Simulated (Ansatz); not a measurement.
The slice is one period of a {111} plane through atoms; its size isn't given.

Level of theory: PBE (plane waves to 420 eV, PAW, scalar-relativistic; Ansatz, a quantum-chemistry and plane-wave program). Near the nuclei the fields are pseudised (PAW); where an atom keeps semicore shells as valence, they peak there.

```
|@%#+-.   .-+#%|
|##+=:.   .:=+#|
|+==:.     .:==|
|-::.       .::|
|...          .|
|              |
|     ....     |
|    .::-::.   |
|   .:==+==:.  |
|  .:=+###+=:. |
|  .-+#%@%#+-. |
|  .-+#@@@#+-. |
|  .-+#%@%#+-. |
|  .:=+###+=:. |
|   .:==+==:.  |
|    .::-::.   |
|      ....    |
|              |
|..          ..|
|-::.       .::|
|+==:.     .:==|
|##+=:.   .:=+#|
|@%#+-.   .-+#%|
|@@#+-.   .-+#@|
```
Scale: ten equal steps from -0.67 (start of ' ') to 1.90 (end of '@'), in the order ' .:-=+*#%@'. Values: log₁₀ of the valence density in e/Å³. The map has 14 points along u (one character each, u = 0 at the left) and 24 along v (v = 0 in the bottom row). The scale is logarithmic, as a density can span decades between atoms and voids.

```
|xxxxxx    ..--++--..    xxxx|
|xxxx..    ..==##==..    ..xx|
|        ..::**%%**::..      |
|    ....::==%%@@%%==::....  |
|......::==**######**==::....|
|----==++++==------==++++==--|
|####**==::..........::==**##|
|@@%%==::....      ....::==%%|
|%%**::..              ..::**|
|##==..    ..xxxxxx..    ..==|
|++--..    xxxxxxxxxx    ..--|
|++--..  ..xxxxxxxxxx..  ..--|
|++--..    xxxxxxxxxx    ..--|
|##==..    ..xxxxxx..    ..==|
|%%**::..              ..::**|
|@@%%==::....      ....::==%%|
|####**==::..........::==**##|
|----==++++==------==++++==--|
|......::==**######**==::....|
|    ....::==%%@@%%==::....  |
|        ..::**%%**::..      |
|xxxx..    ..==##==..    ..xx|
|xxxxxx    ..--++--..    xxxx|
|xxxxxx..  ..--++--..  ..xxxx|
```
Scale: ten equal steps from 0.15 (start of ' ') to 0.28 (end of '@'), in the order ' .:-=+*#%@'. Values: electron localisation function (ELF). The map has 14 points along u (two characters each, u = 0 at the left) and 24 along v (v = 0 in the bottom row). Points within 0.5 Å of a nucleus are blanked (x), as the pseudised field means little there.

Which relaxed crystal do these maps come from?
(A) Pd (fcc, Cu type)
(B) Al (fcc, Cu type)
(C) Ag (fcc, Cu type)
(D) Cu (fcc, Cu type)

D, Cu (fcc, Cu type). Atoms on the slice: Cu at (0.00, 0.00); Cu at (0.50, 0.50)

All were relaxed with their symmetry unable to fall. Cu is run without spin polarisation. Pd is run without spin polarisation. The PAW data are Ansatz's earlier set.
